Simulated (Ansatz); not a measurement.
Values for one crystal, relaxed and computed with plane-wave PAW PBEsol (Ansatz code); other levels are named.

| Quantity | Value |
|---|---|
| Volume per atom | 13.80 Å³ |
| Electronic character | no gap, with almost no states at the Fermi level (zero-gap or semimetallic) |
| Pressure derivative B′ | 4.1 |
| HSE06 gap on the PBEsol cell | 1.49 eV (a hybrid on a coarse mesh can open a false gap in a semimetal) |
| Formation energy from the elements (no fitted shifts) | -1.16 eV/atom |
| Bulk modulus (Birch–Murnaghan fit) | 115 GPa |
| Density of states at the Fermi level | 0.01 states/eV per atom (mean over ±0.08 eV) |

Task: Pick the material that matches.
A. IrO2, rutile
B. VO2, C2/m (Pearson symbol mS24)
C. ZnCdO2, P3m1 (Zn on 1a, Cd on 1c, O on 1c, O on 1a)
D. HfSi2, Cmcm (Si on 4c, Si on 4c, Hf on 4c)

Result: C, ZnCdO2, P3m1 (Zn on 1a, Cd on 1c, O on 1c, O on 1a)

The workflow started from a Materials Project entry (that database holds measured and hypothetical structures alike); the Crystallography Open Database copy checked does not list it. Whether it is the stable phase at ambient conditions was not checked. The PBEsol relaxation kept the symmetry of its start; of distortions, only those at the zone centre were tested. The references are the lowest solids computed at this level, not always the standard phases (solids in place of the gases). Spin–orbit coupling is left out wherever it is not named.

Potentials: the later of the program's two PAW sets.
